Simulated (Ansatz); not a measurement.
A: InSb (zinc blende), a = b = c = 6.556 Å, α = β = γ = 90.00°
B: CaSe (rock salt), a = b = c = 5.9347 Å, α = β = γ = 90.00°
C: CsCdCl₃ (cubic perovskite), a = b = c = 5.258 Å, α = β = γ = 90.00°

Scan: energy over volume and axial ratio (atoms clamped). One method and one kind of scan serve all of them; meshes and ranges differ. All were relaxed with their symmetry unable to fall. At this level the bands of InSb touch or barely overlap; measurements give the solid a gap. Spin-orbit coupling is left out.

Question: Order them by shear modulus C′ = (C11 − C12)/2 (fitted) (lowest first) at the level r2SCAN (plane waves to 500 eV, PAW, scalar-relativistic; Ansatz, a quantum-chemistry and plane-wave program).

Answer: A (15 GPa), C (21 GPa), B (48 GPa)

(A scan under strain: stresses follow from slopes of the energy per volume, elastic moduli from its curvatures.)
